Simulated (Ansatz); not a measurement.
# ZrPbO₃: zone-centre modes

These are results of Ansatz 0.2.0, DFT PBEsol, scalar-relativistic, plane waves, PAW, not measurements. The runs took a 420 eV cutoff, a Γ-centred 6×6×6 mesh and Gaussian smearing (0.05 eV). Spin–orbit coupling is left out, which can shift energies with elements as heavy as these. No spin polarisation.

Reference structure (as given, not relaxed at this level, and it needn't be the usual structure):

```
Zr Pb O
1.0
     4.20893    0.00000    0.00000
     0.00000    4.20893    0.00000
     0.00000    0.00000    4.20893
Zr Pb O
1 1 3
Direct
  0.00000 0.00000 0.00000
  0.50000 0.50000 0.50000
  0.50000 0.00000 0.00000
  0.00000 0.00000 0.50000
  0.00000 0.50000 0.00000
```

Harmonic modes by finite displacements of 0.02 Å, without the LO–TO term.

Task: At this geometry, is the structure stable against these modes?

Result: No: 3 modes are unstable, the strongest at 132i cm⁻¹.

Task: List the wavenumbers in cm⁻¹.

Result: 132i, 132i, 132i, 0, 0, 0, 102, 102, 102, 157, 157, 157, 482, 482, 482.

Cost: 1 run of about 0.14 core-minutes, on AMD EPYC 9R45 (Zen 5) (shared hosts).